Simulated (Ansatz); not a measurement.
A relaxed cell of CaGeF2 is given with its symmetry left out. The cell was found from a structure generator's guess, not taken from experiment.

Theory: DFT PBE, scalar-relativistic, plane waves, PAW (Ansatz 0.2.0). Cutoff 420 eV, Γ-centred mesh, Gaussian smearing, no spin polarisation.

```xyz
4
Lattice="2.1631 1.2489 4.2509 -2.1631 1.2489 4.2509 0.0000 -2.4977 4.2509" Properties=species:S:1:pos:R:3 pbc="T T T"
Ca    0.0000    0.0000    6.3764
Ge    0.0000    0.0000    0.0000
F     0.0000    0.0000    8.6137
F     0.0000    0.0000    4.1390
```

The zero of energy is the elements' standard structures at the same level (F₂ as a molecule); no fitted shifts are applied.

**Question.** What space group does it have?

**Answer.** R-3m (No. 166). Conventional cell: a = 4.326 Å, c = 12.753 Å. Ca has 2 F at 2.24 Å; Ge has 6 F at 2.50 Å (long contacts); F has 1 Ca at 2.24 Å, 3 Ge at 2.50 Å and 3 F at 2.51 Å.

**Question.** What is its formation energy per atom?

**Answer.** −1.89 eV/atom. A negative formation energy is needed for stability but isn't enough: competing phases decide.

**Question.** Is it a metal?

**Answer.** There is no gap on the 15×15×15 mesh, but valence and conduction bands overlap by only 0.03 eV, so at this level it is a semimetal.

**Question.** From what recipe could a structure generator have reached it?

**Answer.** One such recipe: close-packed anion layers stacked AB, next cell at C, with sites between them filled layer by layer (R-3m, No. 166). Other recipes can lead to the same cell.

The last run used a 15×15×15 mesh for its 4-atom cell and Gaussian smearing of 0.10 eV. The zero gap may come from the functional, which often closes small gaps, or the cell may be a true semimetal. Symmetry constrained the relaxation, so the result can be a saddle point.
